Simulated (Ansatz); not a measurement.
What a trial cell of AlSiB relaxes into

Method: DFT PBE, scalar-relativistic, plane waves, PAW in Ansatz 0.2.0. Cutoff 420 eV, Gaussian smearing, Γ-centred meshes. Cell and atoms relax first on a coarse mesh and then on a finer one. In between, the cell is made exact in the group found at 0.06 Å. In metals the finer mesh still leaves noise of several meV/atom or more. The steps can't lower the symmetry of their start. No spin polarisation.

A trial structure of AlSiB was built thus: random cell by space group and Wyckoff sites (P4/mmm, No. 123). The dimensions are guesses.

```cif
data_structure
_symmetry_space_group_name_H-M 'P4/mmm'
_symmetry_Int_Tables_number 123
_cell_length_a 2.8321
_cell_length_b 2.8321
_cell_length_c 4.5868
_cell_angle_alpha 90.000
_cell_angle_beta 90.000
_cell_angle_gamma 90.000
_cell_volume 36.79
loop_
_atom_site_label
_atom_site_type_symbol
_atom_site_symmetry_multiplicity
_atom_site_Wyckoff_symbol
_atom_site_fract_x
_atom_site_fract_y
_atom_site_fract_z
_atom_site_occupancy
Al1 Al 1 a 0.00000 0.00000 0.00000 1
Si1 Si 1 b 0.00000 0.00000 0.50000 1
B1 B 1 d 0.50000 0.50000 0.50000 1
```

Formation energies are uncorrected and refer to the elements' standard structures at the same level.

Question: Which structure results?

Answer: The symmetry stays P4/mmm (No. 123). The volume per atom grows by 24.4 %, from 12.3 to 15.3 Å³. The shortest distance goes from 2.00 Å (Si–B) to 2.11 Å (Si–B). The energy falls by about 0.25 eV/atom (the start's value is from the coarse mesh). Conventional cell: a = 2.983 Å, c = 5.143 Å. Al is surrounded by 2 Si at 2.57 Å, 4 Al at 2.98 Å and 8 B at 3.33 Å; around Si lie 4 B at 2.11 Å and 2 Al at 2.57 Å; around B lie 4 Si at 2.11 Å, 4 B at 2.98 Å and 8 Al at 3.33 Å.

```cif
data_structure
_symmetry_space_group_name_H-M 'P4/mmm'
_symmetry_Int_Tables_number 123
_cell_length_a 2.9833
_cell_length_b 2.9833
_cell_length_c 5.1434
_cell_angle_alpha 90.000
_cell_angle_beta 90.000
_cell_angle_gamma 90.000
_cell_volume 45.78
loop_
_atom_site_label
_atom_site_type_symbol
_atom_site_symmetry_multiplicity
_atom_site_Wyckoff_symbol
_atom_site_fract_x
_atom_site_fract_y
_atom_site_fract_z
_atom_site_occupancy
Al1 Al 1 a 0.00000 0.00000 0.00000 1
Si1 Si 1 b 0.00000 0.00000 0.50000 1
B1 B 1 d 0.50000 0.50000 0.50000 1
```

Question: Give its energy and gap.

Answer:

| Item | Value |
| --- | --- |
| Energy over the elements | +0.81 eV/atom |
| Gap on the 16×16×10 mesh of the 3-atom cell | 0 eV (a metal) |

It can't be a ground state, since the elements alone are lower.

The last run used Gaussian smearing of 0.10 eV. Symmetry constrained the relaxation, so the result can be a saddle point.
